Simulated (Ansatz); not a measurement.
Computed with DFT PBE, scalar-relativistic, plane waves, PAW (Ansatz). Settings: cutoff 420 eV, Γ-centred meshes spaced at most about 0.3 Å⁻¹ (2π included), Gaussian smearing. No spin polarisation in the final relaxations.

These are static total energies at zero pressure.

Two forms of Be2ZnTe3 were relaxed alike.

A.

```cif
data_structure
_symmetry_space_group_name_H-M 'P6_3mc'
_symmetry_Int_Tables_number 186
_cell_length_a 4.1099
_cell_length_b 4.1099
_cell_length_c 20.4236
_cell_angle_alpha 90.000
_cell_angle_beta 90.000
_cell_angle_gamma 120.000
_cell_volume 298.76
loop_
_atom_site_label
_atom_site_type_symbol
_atom_site_symmetry_multiplicity
_atom_site_Wyckoff_symbol
_atom_site_fract_x
_atom_site_fract_y
_atom_site_fract_z
_atom_site_occupancy
Be1 Be 2 b 0.66667 0.33333 0.17029 1
Be2 Be 2 b 0.66667 0.33333 0.82988 1
Zn1 Zn 2 b 0.66667 0.33333 0.50199 1
Te1 Te 2 b 0.66667 0.33333 0.29114 1
Te2 Te 2 b 0.66667 0.33333 0.63180 1
Te3 Te 2 b 0.66667 0.33333 0.94990 1
```

B.

```cif
data_structure
_symmetry_space_group_name_H-M 'I-4m2'
_symmetry_Int_Tables_number 119
_cell_length_a 4.1120
_cell_length_b 4.1120
_cell_length_c 17.6328
_cell_angle_alpha 90.000
_cell_angle_beta 90.000
_cell_angle_gamma 90.000
_cell_volume 298.15
loop_
_atom_site_label
_atom_site_type_symbol
_atom_site_symmetry_multiplicity
_atom_site_Wyckoff_symbol
_atom_site_fract_x
_atom_site_fract_y
_atom_site_fract_z
_atom_site_occupancy
Be1 Be 4 e 0.50000 0.50000 0.17120 1
Zn1 Zn 2 a 0.00000 0.00000 0.00000 1
Te1 Te 4 f 0.00000 0.50000 0.09356 1
Te2 Te 2 d 0.50000 0.00000 0.25000 1
```

Question: Which would you expect to be lower, and how large is the difference?

Answer: B is lower, by 16 meV/atom. A has Be and Zn ordered on wurtzite sites, space group P6_3mc (No. 186), 24.9 Å³/atom and a gap of 1.67 eV on its mesh; B has Be and Zn ordered on zinc blende sites, space group I-4m2 (No. 119), 24.8 Å³/atom and a gap of 1.99 eV. Counting Te atoms around Be and Zn (those within 1.25 times the shortest such distance or 1.15 times the sum of covalent radii, 1.27 where that leaves under three), A and B both have Be 4, Zn 4. Both come from invented guesses.

Spin–orbit coupling, which can matter for Te, is left out. Kohn–Sham gaps at this level usually fall short of measured ones. The missing spin–orbit coupling can work the other way here. With atoms moved at random, P6_3mc came back. Other cells relaxed within their symmetry can be saddle points.
